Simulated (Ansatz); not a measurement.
Data sheet: Ti (DFT)

Ti:
```
CELL_PARAMETERS angstrom
     -1.60493     1.60493     1.60493
      1.60493    -1.60493     1.60493
      1.60493     1.60493    -1.60493
ATOMIC_POSITIONS crystal
  Ti 0.00000 0.00000 0.00000
```

Space group Im-3m (No. 229), bcc (W type); conventional cell a = b = c = 3.2099 Å, α = β = γ = 90.00°.

Method: PBEsol in the plane-wave PAW code Ansatz. Structure relaxed to zero pressure with the same functional. Other levels are named where they apply.

### Cell and energy

Volume per atom: 16.54 Å³
Density: 4.81 g/cm³

### Electronic structure

Electronic character: metallic (no gap)
Density of states at the Fermi level: 2.0 states/eV per atom (mean over ±0.08 eV)

### Mechanics

- Bulk modulus (Birch–Murnaghan fit): 113 GPa
- Pressure derivative B′: 3.2
- Elastic constants (relaxed ions, GPa): C11 = 98.3, C12 = 121, C44 = 38.3
- Mechanical stability: unstable (C has a negative eigenvalue)

### Phonons

- Dynamical stability on the path = unstable, down to 146i cm⁻¹

This is a known high-temperature phase of the composition, computed here at zero pressure and temperature. The cell was relaxed with PBEsol under the symmetry of its start. The run is not spin-polarised. As this level gives no gap, shear constants depend on the k-mesh and smearing (Fermi–Dirac, 0.1 eV here). As this level gives no gap, phonon frequencies hold no LO–TO term and depend on the k-mesh and smearing (Fermi–Dirac, 0.1 eV here). On the denser mesh and wider smearing of the elastic run this cell carries a stress of 0.4 GPa.

Potentials: the earlier of the program's two PAW sets. The files were generated under PBE; for other functionals the program regenerates the frozen cores, and for LDA and PBEsol the local potential too.
